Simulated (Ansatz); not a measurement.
# SiH6N2F4: N-14 nuclear quadrupole resonance

Cell: a Materials Project structure (computed, not necessarily an observed phase), taken as it stands.

Space group P2_1/c (No. 14); a = 5.1186, b = 7.2194, c = 6.8996 Å, β = 92.12°.

| site | Wyckoff | site symmetry | x | y | z |
| --- | --- | --- | --- | --- | --- |
| Si | 2a | -1 | 0.0000 | 0.5000 | 0.5000 |
| H3 | 4e | 1 | 0.5849 | 0.4863 | 0.3034 |
| H7 | 4e | 1 | 0.8213 | 0.5687 | 0.1701 |
| H11 | 4e | 1 | 0.8005 | 0.3411 | 0.2103 |
| N | 4e | 1 | 0.7789 | 0.4697 | 0.2719 |
| F19 | 4e | 1 | 0.8909 | 0.7222 | 0.5166 |
| F23 | 4e | 1 | 0.2479 | 0.5751 | 0.3582 |

One atom of each set is listed.

All values are calculated (Ansatz; DFT, PBE, plane waves and PAW, scalar-relativistic, 420 eV cutoff, Γ-centred 4×3×3 k-points, Fermi–Dirac smearing 0.02 eV), not measured.

N-14: I = 1, Q = 20.44 mb (year-2017 value). Static lattice, zero field.

Question: The simulated lines lie at 0.0177, 1.10, 1.12 MHz. What are |C_Q|, η and |V_zz| at N?

Answer: For I = 1 the lines are ν± = (3/4)|C_Q|(1 ± η/3) and ν₀ = |C_Q|η/2. Here |C_Q| = 1.48 MHz, η = 0.02 and |V_zz| = 2.99 × 10²¹ V/m². The calculation gives V_zz negative; the lines don't show the sign. The site has 3 H at 1.03 Å, 1 Si at 1.92 Å.
